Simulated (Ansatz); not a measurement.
K₂PtBr₄:
```cif
data_Br4K2Pt
_chemical_formula_sum 'K2 Pt1 Br4'
_space_group_name_H-M_alt 'P 1'
_space_group_IT_number 1
_cell_length_a 7.31518
_cell_length_b 7.31518
_cell_length_c 4.33155
_cell_angle_alpha 90.000
_cell_angle_beta 90.000
_cell_angle_gamma 90.000
loop_
_space_group_symop_operation_xyz
  'x, y, z'
loop_
_atom_site_label
_atom_site_type_symbol
_atom_site_fract_x
_atom_site_fract_y
_atom_site_fract_z
_atom_site_occupancy
K1 K 0.00000 0.50000 0.50000 1
K2 K 0.50000 0.00000 0.50000 1
Pt1 Pt 0.00000 0.00000 0.00000 1
Br1 Br 0.76487 0.76487 0.00000 1
Br2 Br 0.23513 0.23513 0.00000 1
Br3 Br 0.23513 0.76487 0.00000 1
Br4 Br 0.76487 0.23513 0.00000 1
```

Relaxed with PBEsol. The program Ansatz at the PBEsol level (PAW) gives a gap of 1.43 eV.

**Question.** What gap does HSE06 give on the same cell (Ansatz, PAW)?

**Answer.** 2.85 eV, 1.42 eV more. The hybrid was solved on a coarser mesh and at special points; its gap is the smallest among all of these.

```json
[
 {"k": "Γ", "v1 PBEsol": "-0.09", "c1 PBEsol": "2.58", "v1 HSE06": "[?]", "c1 HSE06": "[?]"},
 {"k": "Z", "v1 PBEsol": "-0.23", "c1 PBEsol": "2.63", "v1 HSE06": "[?]", "c1 HSE06": "[?]"},
 {"k": "M", "v1 PBEsol": "-0.04", "c1 PBEsol": "1.43", "v1 HSE06": "-0.04", "c1 HSE06": "2.85"},
 {"k": "A", "v1 PBEsol": "-0.20", "c1 PBEsol": "1.62", "v1 HSE06": "-0.26", "c1 HSE06": "3.07"},
 {"k": "R", "v1 PBEsol": "-0.20", "c1 PBEsol": "2.23", "v1 HSE06": "[?]", "c1 HSE06": "[?]"},
 {"k": "X", "v1 PBEsol": "0.00", "c1 PBEsol": "2.15", "v1 HSE06": "[?]", "c1 HSE06": "[?]"}
]
```

**Question.** Top valence (v1) and lowest conduction level (c1) in eV from each method's valence maximum (which need not be a listed point): supply the withheld HSE06 values.

**Answer.** 
- Z, v1 HSE06: -0.32
- Z, c1 HSE06: 4.14
- X, v1 HSE06: 0.00
- X, c1 HSE06: 3.62
- Γ, v1 HSE06: -0.10
- Γ, c1 HSE06: 4.09
- R, v1 HSE06: -0.27
- R, c1 HSE06: 3.71

Cost on shared cores: the PBEsol run (SCF on a 4×4×7 mesh, then bands and DOS) roughly 110 core-seconds, the HSE06 run (SCF on 3×3×4, then a few points) around 5 core-minutes (rough); the tasks are unlike.

Space group P4/mmm. The first step of the workflow began from a Materials Project structure, measured or hypothetical; the Crystallography Open Database copy checked does not list it. Whether it is the stable phase at ambient conditions was not checked. Symmetry was held in the PBEsol relaxation; its stability against distortions is not shown here. No spin polarisation was allowed. Spin–orbit coupling is left out wherever it is not named.

Potentials: the later of the program's two PAW sets.
